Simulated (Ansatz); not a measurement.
A geometry of SrTiO₃ away from equilibrium: step 3 of the relaxation of a generated trial cell of SrTiO3 in the AFLOW prototype ABC3_hR10_167_a_b_e (as in LiNbO3). The numbers are results of PBE (plane waves to 420 eV, PAW, scalar-relativistic; Ansatz, an electronic-structure program), not measurements. Γ-centred k-mesh 5×5×5 on the run's cell (coarser than for final values), Fermi–Dirac smearing 0.05 eV. The plane waves were selected for a different cell earlier on the path.

```xyz
10
Lattice="2.7483 1.5867 4.5579 -2.7483 1.5867 4.5579 0.0000 -3.1735 4.5579" Properties=species:S:1:pos:R:3 pbc="T T T"
Sr     0.0000     0.0000     3.4184
Sr     0.0000     0.0000    10.2552
Ti     0.0000     0.0000     0.0000
Ti     0.0000     0.0000     6.8368
O     -0.3099     1.5867     7.9763
O     -1.2192    -1.0617     7.9763
O      1.5291    -0.5250     7.9763
O      0.3099    -1.5867     5.6973
O      1.2192     1.0617     5.6973
O     -1.5291     0.5250     5.6973
```

Question: Give the Cartesian forces on all atoms (eV/Å).

Answer: 
```
atom     Fx     Fy    Fz
----  -----  -----  ----
Sr1    0.00   0.00  0.00
Sr2    0.00   0.00  0.00
Ti3    0.00   0.00  0.00
Ti4    0.00   0.00  0.00
O5     0.46   0.00  0.00
O6    -0.23   0.39  0.00
O7    -0.23  -0.39  0.00
O8    -0.46   0.00  0.00
O9     0.23  -0.39  0.00
O10    0.23   0.39  0.00
```

The path ends in R-3c (No. 167) (AFLOW prototype ABC3_hR10_167_a_b_e (as in LiNbO3)). No spin polarisation in the result.

The run could not lose the symmetry of its start, so the end can be a saddle point.

The end of the path is a generated cell of SrTiO3: the first start was made by placing the elements on the sites of a structure type, and the end was not matched to a known phase here, so it may be hypothetical. Known forms of SrTiO3 include space group No. 221.
